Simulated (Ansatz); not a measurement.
## PtS2

Level of theory: DFT, r²SCAN, scalar-relativistic, no spin polarisation; plane waves to 500 eV with PAW datasets (Ansatz 0.2.0), Γ-centred 8×8×4 mesh, 0.05 eV Gaussian smearing; PAW files: Ansatz's generated set soft_2.

```cif
data_structure
_symmetry_space_group_name_H-M 'P-3m1'
_symmetry_Int_Tables_number 164
_cell_length_a 3.5478
_cell_length_b 3.5478
_cell_length_c 5.5957
_cell_angle_alpha 90.000
_cell_angle_beta 90.000
_cell_angle_gamma 120.000
_cell_volume 61.00
loop_
_atom_site_label
_atom_site_type_symbol
_atom_site_symmetry_multiplicity
_atom_site_Wyckoff_symbol
_atom_site_fract_x
_atom_site_fract_y
_atom_site_fract_z
_atom_site_occupancy
Pt1 Pt 1 a 0.00000 0.00000 0.00000 1
S1 S 2 d 0.33333 0.66667 0.22042 1
```

The chain of runs began from a cell as deposited in COD, expanded in volume. Of that entry: the entry's cell lengths or inner coordinates differ somewhat from later room-temperature determinations. The relaxation kept the space group but changed the cell's proportions, one axis by 7 % at equal volume, so the results may not describe the measured structure. The database's entry of this formula in the relaxed cell's space group, P-3m1, has axes of 3.543 × 3.543 × 5.039 Å and 18.26 Å³/atom (1965), the relaxed one 3.548 × 3.548 × 5.596 Å and 20.33.

The cell above was scaled in volume, and shape and atoms were relaxed at each volume within its symmetry. Energies are counted from the cell above.

At this volume the pressure is 0.05 GPa.

```csv
V (Å³/atom),ΔE (meV/atom),P (GPa),gap on the mesh (eV)
19.52,1.7,0.64,1.20
19.93,0.4,0.30,1.29
20.33,0.0,0.05,1.37
20.74,0.1,-0.17,1.43
21.15,0.7,-0.31,1.48
21.76,2.1,-0.47,1.56
```

Q: Can a bulk modulus be trusted from these points?

A: No. The energies are smooth (scatter 0.00 meV/atom), but the fit's B0′ of 13.8 is out of the usual range: the curve is too flat or too lopsided over this range, as for soft or weakly bound crystals, and a third-order form can't fix it.

Kohn–Sham gaps of semilocal functionals lie under measured ones, often by a third or more. These numbers lack spin–orbit coupling. The structure is built of weakly bound layers, and this functional has no dispersion term, so their spacing and all that hangs on it (volume, the soft elastic constants, low modes, dielectric constants) are poorly given.
